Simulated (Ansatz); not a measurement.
# YPd$_{2}$Si$_{2}$: enthalpy against pressure

YPd$_{2}$Si$_{2}$, I4/mmm, a = 4.137 Å, c = 9.918 Å. The structure is a COD entry; whether it is the stable form wasn't checked. Ansatz: r2SCAN, PAW, 500 eV, Γ-centred 12×12×12 mesh on 5 atoms, Gaussian smearing 0.10 eV; no spin polarisation. Cell and atoms are relaxed at each pressure, and no other structure is tried, so the rows at high pressure may lie past a change of phase. y is the enthalpy over the state at zero pressure; there V0 = 16.973 Å³/atom. The pressures are the targets, met within 0.02 GPa.

```tsv
P (GPa)	y (eV/atom)
-2.0	-0.2134
0.0	0.0000
2.0	0.2104
5.0	0.5209
10.0	1.0258
20.0	?
40.0	3.8165
```

Problem. Fit y = c1 P + c2 P² + c3 P³ to the other rows, say what c1 and c2 mean, and predict the missing value.

Solution. Least squares on the rows shown. y = 0.10593 P − 0.00035937 P² + 2.4108×10⁻⁶ P³. Since dH/dP = V, c1 is V0: 0.10593 eV/GPa × 160.2 = 16.970 Å³ against 16.973; c2 = −V0/(2B0) gives B0 = 147 GPa, where a Birch–Murnaghan fit to the volumes of the same runs (not shown) gives 141 GPa: a cubic over this range folds the higher terms into c2. At P = 20.0 the fit asked for gives 1.9941 eV/atom. The run gave 1.9960 eV/atom, so the fit is 0.0019 eV/atom too low, 0.047 % of the span of the series, against an rms of 0.00005 eV/atom on the fitted rows. With a term in P⁴ added, a fit to the same known rows predicts 1.9961 eV/atom, so most of the miss is curvature that the known rows already hold.

The mesh isn't the same in all rows (12×12×12, 14×14×14).